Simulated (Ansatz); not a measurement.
Input file for Ansatz (a first-principles code):

Ansatz 0.2 input:
```yaml
crystal:
  lattice:
    - [4.6732394456, 0.0, 0.0]
    - [0.0, 5.6598785957, 0.0]
    - [0.0, 0.0, 5.1389572999]
  atoms:
    - { symbol: Zn, position: [0.5, 0.6617763614, 0.75] }
    - { symbol: Zn, position: [0.5, 0.3382236386, 0.25] }
    - { symbol: Zn, position: [0.0, 0.8382236386, 0.25] }
    - { symbol: Zn, position: [0.0, 0.1617763614, 0.75] }
    - { symbol: F, position: [0.7314374306, 0.6122679413, 0.0804548403] }
    - { symbol: F, position: [0.2685625694, 0.3877320587, 0.9195451597] }
    - { symbol: F, position: [0.7685625694, 0.8877320587, 0.5804548403] }
    - { symbol: F, position: [0.2314374306, 0.1122679413, 0.4195451597] }
    - { symbol: F, position: [0.2314374306, 0.8877320587, 0.9195451597] }
    - { symbol: F, position: [0.7685625694, 0.1122679413, 0.0804548403] }
    - { symbol: F, position: [0.2685625694, 0.6122679413, 0.4195451597] }
    - { symbol: F, position: [0.7314374306, 0.3877320587, 0.5804548403] }
kpoints:
  mp_grid: { grid: [4, 3, 3] }
hamiltonian:
  xc: hse06
  pseudopotentials: { kind: paw }
scf:
  n_extra_bands: 12
  occupations: { method: fixed }
output:
  eigenvalues: true
  eigenstates:
    e_range: [-9.0, 14.6]
    kpoints:
      - [0.0, -0.052083, 0.0]  # VBM
      - [0.0, 0.0, 0.0]  # CBM
```

Output (shortened):

```
Pseudopotential: Zn, paw, valence charge 12
Pseudopotential: F, paw, valence charge 7
Functional definition: HSE06
davidson cushion auto → on  (no smearing: the cushion is to keep the highest requested band from converging to the state above it …
Crystal: 12 atoms, lattice volume = 135.925 Å³
Basis set: ecut = 420 eV, 2673 PW (Γ)
Bands: 64, of which v1, the nominal top of the filled ones, is band 52 counted from 1 (51 counted from 0)
Symmetry: 8 space group operations
Space group: Pbcn (ITA 60), of the structure as read, at distance tolerance 5.1e-5 Å
k-points: 12 of 36
SCF iter   1: F=—  HF=-19748.200051 eV  |F-HF|=—  |Δ(HF+E_count)|=         —  Δρ=1.89e-3  dr2=2.39e-3  ethr=1.77e-3  ⟨swp⟩=10.1  Hψ=3685  notcnv=0
preconditioner: auto → none
SCF iter   2: F=-19748.201542 eV  HF=-19748.202401 eV  |F-HF|=8.59e-4  |Δ(HF+E_count)|=   2.35e-3  Δρ=1.18e-3  dr2=8.85e-4  ethr=2.30e-6  ⟨swp⟩=5.2  Hψ=3158  notcnv=0
SCF 1 stopped early in 2 iterations: F = -19748.201542 eV  dr2 = 8.85e-4
Crystal: 12 atoms, lattice volume = 135.925 Å³
Exchange kernel: α = 0.2500, screened, ω = 0.2079 Å⁻¹, Wigner–Seitz truncation, v(0) = 1038.0092 eV·Å³, q-mesh 4×3×3, nearest image of the exchange supercell L …
Frozen-core exchange: fock
SCF iter   1: F=—  HF=-19747.738080 eV  |F-HF|=—  |Δ(HF+E_count)|=         —  Δρ=2.02e-2  dr2=3.18e-1  ethr=8.51e-6  ⟨swp⟩=6.1  Hψ=3691  notcnv=0
preconditioner: auto → none
SCF iter   2: F=—  HF=-19747.634958 eV  |F-HF|=—  |Δ(HF+E_count)|=   1.03e-1  Δρ=5.74e-3  dr2=1.77e-2  ethr=8.51e-6  ⟨swp⟩=4.0  Hψ=3122  notcnv=0
SCF iter   3: F=—  HF=-19747.684676 eV  |F-HF|=—  |Δ(HF+E_count)|=   4.97e-2  Δρ=4.79e-3  dr2=1.42e-2  ethr=8.51e-6  ⟨swp⟩=4.0  Hψ=2785  notcnv=0
SCF iter   4: F=—  HF=-19747.681930 eV  |F-HF|=—  |Δ(HF+E_count)|=   2.75e-3  Δρ=1.65e-3  dr2=2.15e-3  ethr=8.51e-6  ⟨swp⟩=3.0  Hψ=1768  notcnv=0
iter 5 solved again at ethr=2.85e-8 eV; its pass at ethr=1.41e-6 eV (dr2=2.96e-5 eV) is discarded
SCF iter   5: F=—  HF=-19747.681846 eV  |F-HF|=—  |Δ(HF+E_count)|=   8.37e-5  Δρ=2.48e-4  dr2=1.86e-4  ethr=2.85e-8  ⟨swp⟩=4.0  Hψ=4098  notcnv=0
SCF iter   6: F=—  HF=-19747.683468 eV  |F-HF|=—  |Δ(HF+E_count)|=   1.62e-3  Δρ=4.95e-4  dr2=1.72e-4  ethr=2.85e-8  ⟨swp⟩=4.4  Hψ=3082  notcnv=0
SCF iter   7: F=-19747.683370 eV  HF=-19747.683372 eV  |F-HF|=1.09e-6  |Δ(HF+E_count)|=   9.65e-5  Δρ=4.35e-5  dr2=3.45e-6  ethr=2.85e-8  ⟨swp⟩=4.0  Hψ=2977  notcnv=0
SCF 2 stopped early in 7 iterations: F = -19747.683370 eV  dr2 = 3.45e-6
hybrid outer 1: dexx = +6.007e-2 eV, tail = 2.61e-4 eV
Crystal: 12 atoms, lattice volume = 135.925 Å³
Exchange kernel: α = 0.2500, screened, ω = 0.2079 Å⁻¹, Wigner–Seitz truncation, v(0) = 1038.0092 eV·Å³, q-mesh 4×3×3, nearest image of the exchange supercell L …
Frozen-core exchange: fock
SCF iter   1: F=—  HF=-19747.680964 eV  |F-HF|=—  |Δ(HF+E_count)|=         —  Δρ=8.86e-5  dr2=8.43e-6  ethr=1.26e-6  ⟨swp⟩=3.3  Hψ=1790  notcnv=0
preconditioner: auto → none
SCF iter   2: F=—  HF=-19747.680967 eV  |F-HF|=—  |Δ(HF+E_count)|=   3.52e-6  Δρ=4.10e-5  dr2=1.22e-6  ethr=6.46e-9  ⟨swp⟩=4.0  Hψ=2971  notcnv=0
SCF iter   3: F=—  HF=-19747.680971 eV  |F-HF|=—  |Δ(HF+E_count)|=   3.26e-6  Δρ=1.91e-5  dr2=2.60e-7  ethr=8.42e-10  ⟨swp⟩=4.8  Hψ=2380  notcnv=0
iter 4 solved again at ethr=9.16e-12 eV; its pass at ethr=2.31e-10 eV (dr2=9.53e-9 eV) is discarded
SCF iter   4: F=-19747.680970 eV  HF=-19747.680970 eV  |F-HF|=6.21e-9  |Δ(HF+E_count)|=   6.75e-8  Δρ=3.54e-6  dr2=1.26e-8  ethr=9.16e-12  ⟨swp⟩=3.0  Hψ=3983  notcnv=0
SCF 3 converged in 4 iterations: F = -19747.680970 eV  dr2 = 1.26e-8
hybrid outer 2: dexx = +3.064e-6 eV, tail = 1.19e-7 eV, Δε = 4.39e-3 eV (about 1.23e-4 eV left of the loop's levels)
the search or the solves at the SCF's close seem to have found levels that the self-consistency loop had missed (the run counts 1) …
NSCF: frozen V_eff on 2 k-points
hybrid SCF converged: 2 outer / 11 inner (+2 warm-up), last move |dexx| = 3.06e-6 eV, tail = 1.19e-7 eV
Stability not checked (fock_operator)
Free energy (F): -19747.680970 eV
Frozen-core exchange: fock
Harris-Foulkes:  -19747.680970 eV  (|F-HF|=6.21e-9)
Internal energy: -19747.680970 eV  (E = F + TS)
E sigma→0 (E₀):  -19747.680970 eV
Fermi energy:    1.952819 eV
--- Per-component energies (eV) ---
  E_band       = -416.786881
  E_kinetic    = 2189.996152
  E_local      = -11394.710235  (includes V_loc(G=0)·N_el)
  E_nonlocal   = 3092.568751
  E_hartree    = 4592.595245
  E_xc         = -937.719172
  E_vxc        = -805.722539  (∫ρ·V_xc dr)
  E_exx        = -382.057837  (= α·E_x^exact, valence–valence)
  E_paw        = -8828.345463  (= ΣΔE_a)
  E_vpaw       = -1920.017188  (= ΣTr[D̂ρ^β])
  E_aug_tail   = 0.015055  (compensation charges beyond the density's cutoff)
  E_ewald      = -8082.344550
  E_core_change = 2.321084  (= ΣΔE_core)
  E_smearing   =  0.000000  (= −TS)
  E_closure    =  0.000000  (closes the sum)
  Σ components = -19747.680970   (vs F -19747.680970, Δ=3.64e-12)
  [band-id]    e_kinetic+e_local+e_nonlocal+2·e_hartree+e_vxc+2·e_exx+e_vpaw+e_augmentation_tail = -416.795189   (vs E_band -416.786881, Δ=-8.31e-3)
--- Band table (eV; the first three rows and the last of 12) ---
  k-point 0: bands = ["-21.1590", "-20.5486", "-20.5152", "-20.3925", "-20.3653", "-20.3278", "-20.3098", "-20.2566", "-3.7347", "-3.5146", "-3.3133", "-3.2257", "-3.1814", "-3.0592", "-3.0272", "-2.9740", "-2.6618", "-2.3350", "-2.1665", "-2.0324", …
  k-point 1: bands = ["-21.0208", "-20.7128", "-20.4991", "-20.4028", "-20.3600", "-20.3140", "-20.3044", "-20.2731", "-3.6705", "-3.5320", "-3.4818", "-3.3450", "-3.0828", "-2.9715", "-2.7948", "-2.7889", "-2.7678", "-2.4242", "-2.4114", "-2.0314", …
  k-point 2: bands = ["-21.0408", "-20.7602", "-20.4670", "-20.3654", "-20.3569", "-20.3066", "-20.3009", "-20.2878", "-3.4572", "-3.4270", "-3.2302", "-3.1947", "-3.1217", "-3.1024", "-2.9720", "-2.7936", "-2.6253", "-2.6220", "-2.4724", "-2.1984", …
  k-point 11: bands = ["-20.6882", "-20.6882", "-20.4991", "-20.4991", "-20.4195", "-20.4195", "-20.3500", "-20.3500", "-3.5520", "-3.5520", "-3.3628", "-3.3628", "-3.1023", "-3.1023", "-2.9061", "-2.9061", "-2.4496", "-2.4496", "-2.1203", "-2.1203", …
```

Cost: roughly 3 core-minutes on shared cores.

The points marked VBM and CBM come from a semilocal run.

The first step of the workflow began from a Materials Project structure, measured or hypothetical; the Crystallography Open Database copy checked does not list it. COD files the formula under space group No. 136, so this cell is another polymorph or a model. Whether it is the stable phase at ambient conditions was not checked. The cell was relaxed with r²SCAN under the symmetry of its start; its stability against distortions is not shown here.

Potentials: the later of the program's two PAW sets.

Ansatz is a plane-wave DFT program.
